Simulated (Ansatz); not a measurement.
The calculation used Ansatz, DFT PBE, scalar-relativistic, plane waves, PAW. Settings: cutoff 420 eV, Γ-centred meshes spaced at most about 0.3 Å⁻¹, and about 0.25 Å⁻¹ or finer for metals (2π included), Gaussian smearing. No spin polarisation in the final relaxations.

Temperature and zero-point effects are left out.

Two relaxed structures of Si₂Sn:

A.

Space group P-62m (No. 189). a = 5.692 Å, b = 5.692 Å, c = 4.396 Å, α = 90.00°, β = 90.00°, γ = 120.00°
```tsv
atom	site	symmetry	x	y	z
Si	1b	-62m	0.0000	0.0000	0.5000
Si	3f	m2m	0.2523	0.2523	0.0000
Sn	2d	-6..	0.6667	0.3333	0.5000
```

B.

Space group P-6m2 (No. 187). a = 3.662 Å, b = 3.662 Å, c = 10.785 Å, α = 90.00°, β = 90.00°, γ = 120.00°
| atom | site | symmetry | x | y | z |
| --- | --- | --- | --- | --- | --- |
| Si | 1b | -6m2 | 0.0000 | 0.0000 | 0.5000 |
| Si | 1c | -6m2 | 0.3333 | 0.6667 | 0.0000 |
| Si | 2h | 3m. | 0.3333 | 0.6667 | 0.3731 |
| Sn | 2g | 3m. | 0.0000 | 0.0000 | 0.8317 |

Task: Which is lower in energy, and by how much?

Result: B is lower, by 99 meV/atom. A has space group P-62m (No. 189), 20.6 Å³/atom and no gap on its mesh; B has space group P-6m2 (No. 187), 20.9 Å³/atom and no gap. Counting Si atoms around Sn (those within 1.25 times the shortest such distance or 1.15 times the sum of covalent radii; a plus sign parts nearer from farther groups; the shortest distance is added where it is long for a bond), A has Sn 9 from 3.1 Å and B has Sn 3+3. Even the lower one lies +0.38 eV/atom against the reference forms of the elements (uncorrected), so neither is stable at this level. In A, Si on a site of symmetry -62m is surrounded by 6 Si at 2.63 Å and 6 Sn at 3.29 Å; around Si on a site of symmetry m2m lie 4 Si at 2.49–2.63 Å and 4 Sn at 3.09 Å; Sn is surrounded by 6 Si at 3.09 Å, 3 Si at 3.29 Å and 3 Sn at 3.29 Å. In B, around Si on a site of symmetry -6m2 lie 6 Si at 2.52 Å and 2 Sn at 3.58 Å; Si on a second site of symmetry -6m2 is surrounded by 6 Sn at 2.79 Å; around Sn lie 3 Si at 2.79 Å, 3 Si at 3.06 Å, 1 Si at 3.58 Å and 7 Sn at 3.63–3.66 Å; 1 more site not described. Both come from invented guesses. A third cell relaxed alike, in P6_3/mmc, lies 111 meV/atom below the lower of the two.

Cells relaxed within their symmetry can be saddle points.
